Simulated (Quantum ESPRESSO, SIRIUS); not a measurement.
Given: the input of a run of SIRIUS 7.10.0 on AlIn. Atoms were shifted at random by some hundredths of an Å from the given cell, which wasn't relaxed again for these runs. The cell comes from a database or a generator and needn't be the stable form of this composition.

Contents of sirius.json:

```json
{
  "control": {
    "processing_unit": "cpu",
    "verbosity": 2,
    "num_bands_to_print": 15,
    "print_forces": true,
    "print_stress": true
  },
  "parameters": {
    "electronic_structure_method": "pseudopotential",
    "xc_functionals": ["XC_GGA_X_PBE", "XC_GGA_C_PBE"],
    "gk_cutoff": 8.4,
    "pw_cutoff": 16.8,
    "ngridk": [10, 10, 5],
    "shiftk": [0, 0, 0],
    "smearing": "fermi_dirac",
    "smearing_width": 0.0018374661,
    "num_bands": 15,
    "num_mag_dims": 0,
    "num_dft_iter": 100,
    "energy_tol": 1e-08,
    "density_tol": 1e-06
  },
  "iterative_solver": {
    "type": "davidson",
    "min_tolerance": 1e-09,
    "tolerance_scale": [0.1, 0.25]
  },
  "mixer": {
    "type": "anderson",
    "beta": 0.7,
    "max_history": 8
  },
  "settings": {
    "tol_ne": 1e-10,
    "pseudo_grid_cutoff": 6.5
  },
  "unit_cell": {
    "lattice_vectors": [
      [5.771469249003, 0.0, 0.0],
      [-2.885744073132, 4.99825001059, 0.0],
      [0.0, 0.0, 11.013361648841]
    ],
    "atom_coordinate_units": "lattice",
    "atom_types": ["Al", "In"],
    "atom_files": {
      "In": "In.json",
      "Al": "Al.json"
    },
    "atoms": {
      "Al": [
        [0.008601, 0.018711, 0.004997]
      ],
      "In": [
        [0.01233, 0.001839, 0.506879]
      ]
    }
  }
}
```

Potentials or basis: PseudoDojo 0.4.1 PBE standard (scalar relativistic).

The run is started by

```console
$ upf_to_json In.upf
$ upf_to_json Al.upf
$ OMP_NUM_THREADS=1 sirius.scf --input=sirius.json --output=out.json --task=0
```

Q: What does the same run look like in Quantum ESPRESSO 7.5? Potentials or basis there: SSSP 1.3 efficiency PBE, cutoff 748 eV.

A: As run (cutoffs and basis follow the program's own potentials, and thresholds, step limits or extra output files can differ):

The input pw.in:

```
&CONTROL
  calculation = 'scf'
  prefix = 'pwscf'
  outdir = './tmp'
  pseudo_dir = './pseudo'
  tprnfor = .true.
  tstress = .true.
  disk_io = 'nowf'
/
&SYSTEM
  ibrav = 0
  nat = 2
  ntyp = 2
  ecutwfc = 55
  ecutrho = 440
  nbnd = 14
  occupations = 'smearing'
  smearing = 'fd'
  degauss = 0.00367493
/
&ELECTRONS
  conv_thr = 4d-10
  electron_maxstep = 120
  mixing_beta = 0.5
/
ATOMIC_SPECIES
Al    26.9815 Al.pbe-n-kjpaw_psl.1.0.0.UPF
In   114.8180 In.pbe-dn-rrkjus_psl.0.2.2.UPF
CELL_PARAMETERS angstrom
   3.0541300000    0.0000000000    0.0000000000
  -1.5270700000    2.6449600000    0.0000000000
   0.0000000000    0.0000000000    5.8280200000
ATOMIC_POSITIONS crystal
Al     0.0086010000    0.0187110000    0.0049970000
In     0.0123300000    0.0018390000    0.5068790000
K_POINTS automatic
10 10 5 0 0 0
```

Potentials or basis: SSSP 1.3 efficiency PBE.

Run with:

```bash
$ OMP_NUM_THREADS=1 pw.x -in pw.in > pw.out
```

Both were run:

|  | SIRIUS | Quantum ESPRESSO |
| --- | --- | --- |
| Pressure | -0.2 GPa | -0.2 GPa |
| Energy over the undisturbed cell | 0.1 meV/atom | 0.1 meV/atom |

Pressure is positive in compression.
